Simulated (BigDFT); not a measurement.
**Stretching the C1–H10 bond of the molecule C4H5FO2**

```xyz
12

C     -1.5740     0.4018     0.1260
C     -0.1736     0.8956    -0.1263
O      0.1245     2.0823     0.0289
C      0.8470    -0.1259    -0.5681
F      0.3562    -0.9107    -1.5776
C      1.3569    -0.9865     0.5550
O      0.9952    -0.9107     1.7253
H     -2.2095     1.2399     0.4258
H     -1.5724    -0.3407     0.9269
H     -1.9794    -0.0338    -0.7904
H      1.7060     0.4115    -0.9834
H      2.1232    -1.7227     0.2578
```

All values come from this method and carry its errors: PBE, Daubechies wavelet basis, HGH (Krack) norm-conserving potentials made for PBE, isolated boundary conditions (BigDFT 1.9.6).

Settings: basis = Daubechies wavelets; dft.hgrids = 0.324 bohr; dft.rmult = 5 8; dft.ixc = 11; potentials = built-in HGH-K PBE; boundary_conditions = free; dft.gnrm_cv = 1e-05; dft.itermax = 80; dft.idsx = 6; dft.nrepmax = 3.

Atom 10 is moved along its bond to atom 1 (1.093 Å at the start); all other atoms stay.

```csv
bond length (Å),multiplicity,energy from the starting geometry (eV),"force on atom 10 along the bond, outward positive (eV/Å)",highest occupied level (eV),dipole (D)
0.929,1,0.643,8.94,-6.18,2.23
1.005,1,0.167,3.91,-6.18,2.23
1.049,1,0.043,1.85,-6.18,2.22
1.093,1,0.000,0.24,-6.18,2.22
1.136,1,0.019,-1.02,-6.19,2.21
1.202,1,0.135,-2.39,-6.19,2.20
1.311,1,0.479,-3.72,-6.21,2.17
1.530,1,1.407,-4.45,-6.25,2.08
1.858,1,2.797,-3.84,-6.34,1.91
```

A cubic fit of the points within about 10 % of the start puts the minimum at 1.10 Å with a curvature of about 32 eV/Å². At 1.86 Å the energy lies 2.80 eV above the start.

The singlet runs are spin-restricted, which overestimates the energy of long bonds.

The other atoms were not relaxed at this level, so the minimum is that of this one coordinate.

The geometry comes from a semi-empirical pre-optimisation, in some cases with atoms then moved at random, and the species need not be a known compound.
